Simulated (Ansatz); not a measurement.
Consider the following.

Rb (bcc, W type)

```
Rb
1.0
   -2.83552     2.83552     2.83552
    2.83552    -2.83552     2.83552
    2.83552     2.83552    -2.83552
Rb
1
Direct
  0.00000   0.00000   0.00000
```

The volume is varied about the relaxed value V₀ at fixed cell shape. Symmetry pins the atoms to their sites.

Level of theory: PBE (plane waves to 420 eV, PAW, scalar-relativistic; Ansatz, a first-principles code). k mesh 12×12×12 (Γ-centred), Fermi-Dirac smearing 0.05 eV. Energies are smeared free energies. Stress and pressure are positive under compression. Rb was relaxed with its symmetry unable to fall. The PAW data are Ansatz's earlier set. ΔE is measured from the relaxed starting cell.

The scan covers V/V₀ from 0.900 to 1.100 in 11 points.

### Question
What is the fitted pressure derivative B₀′?

### Answer
3.8.

### Question
What bulk modulus B₀ follows from a third-order Birch-Murnaghan fit?

### Answer
2.8 GPa.

(A scan under strain: stresses follow from slopes of the energy per volume, elastic moduli from its curvatures.)
